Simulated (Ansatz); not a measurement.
**Question.** Volume from LDA minus that from HSE06 (% of the latter), each on its own relaxed cell (Ansatz, an electronic-structure program, plane waves, PAW; no spin–orbit coupling, no Hubbard U), over 13 phases of the class «transition-metal oxides»: what sign and size do you expect?

**Answer.** Mean -3.9 %, median -3.2 %, mean absolute 3.9 %; eight in ten lie between -5.0 and -2.6 %, and 0 % are above zero.

Some cases that may be named, with their rank among the 13 from the lowest: Ag2O, Pn-3m (Ag on 4c, O on 2a) -9.3 % (rank 1); YOF, R-3m (Y on 6c, O on 6c, F on 6c) -4.6 % (rank 3); HfO2, fluorite -3.2 % (rank 7); HfO2, rutile -3.2 % (rank 8); TiO2, anatase -2.5 % (rank 12); NbAgO3, cubic perovskite -2.4 % (rank 13).

The phases are those computed here (of each formula those with measured values and the lowest at some level), not a balanced benchmark, and neither functional is the truth. Pairs that end in unlike spin orders or unlike minima (c/a over 6 % apart, 30 % for weakly bound crystals), magnets with 4f shells, solids of gases and phases set aside for tests are left out.

Built on a structure type that need not be the filed one of that space group: HfO2, rutile. Not the usual ambient phase: HfO2, fluorite; HfO2, rutile. Standing as an ambient phase not checked: YOF, R-3m (Y on 6c, O on 6c, F on 6c); NbAgO3, cubic perovskite. Unstable at this level: Ag2O, Pn-3m (Ag on 4c, O on 2a) with LDA; HfO2, fluorite with LDA; NbAgO3, cubic perovskite with LDA. All cells were relaxed under the symmetry of their starts (and spin orders); stability against distortions was not tested throughout. Named crystals with no word on spin ran without spin polarisation. Spin–orbit coupling is left out wherever it is not named.

Potentials: the later of the program's two PAW sets.

Ansatz is a plane-wave DFT program.
